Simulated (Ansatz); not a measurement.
ZnS (zinc blende)

```
ZnS
1.0
    0.00000     5.44349     5.44349
    2.72175     2.72175     5.44349
    2.72175     2.72175     0.00000
S Zn
2 2
Cartesian
  4.08262   9.52611   9.52611
  4.08262   6.80436   6.80436
  0.00000   0.00000   0.00000
  2.72175   5.44349   8.16524
```

The atoms are displaced by Q × the pattern below (from a DFPT mode at X = (0.5, 0.5, 0.0), largest move 1; Q in Å), at fixed cell. It is one choice among 2 degenerate patterns. (q is in reciprocal vectors of the primitive cell; the cell shown is doubled to hold the pattern.)

```json
[
 {"atom": "S1", "x": "0.608", "y": "0.000", "z": "0.000"},
 {"atom": "S2", "x": "-0.608", "y": "0.000", "z": "0.000"},
 {"atom": "Zn3", "x": "0.000", "y": "1.000", "z": "0.000"},
 {"atom": "Zn4", "x": "0.000", "y": "-1.000", "z": "0.000"}
]
```

Level of theory: PBE (plane waves to 420 eV, PAW, scalar-relativistic; Ansatz, a program for electronic structure). k mesh 10×10×10 (Γ-centred), Fermi-Dirac smearing 0.05 eV. The energy includes the smearing's −TS. The PAW data are Ansatz's earlier set. ZnS was relaxed with its symmetry unable to fall. The zero of ΔE is the undisplaced structure.

```tsv
Q (Å)	ΔE (meV/cell)
-0.1000	22.8
-0.0833	15.9
-0.0667	10.2
-0.0500	withheld
-0.0333	2.5
-0.0167	0.6
0.0000	0.0
0.0167	0.6
0.0333	2.5
0.0500	withheld
0.0667	10.2
0.0833	15.9
0.1000	22.8
```

Task: Fit an even polynomial form (powers 2, 4) to the given rows and predict ΔE at Q = -0.0500.

Result: Least squares on the 11 given rows: ΔE = (2302)·Q² + (-2027)·Q⁴, in meV/cell with Q in Å; root-mean-square residual 0.03 meV/cell. At -0.0500 the fit gives 5.7 meV/cell; the calculation gives 5.7 meV/cell, the same to the digits shown. The quadratic term alone would give 5.8 meV/cell.

(A displaced cell: forces are minus the slopes of the energy, force constants its curvatures, and phonons follow from these.)
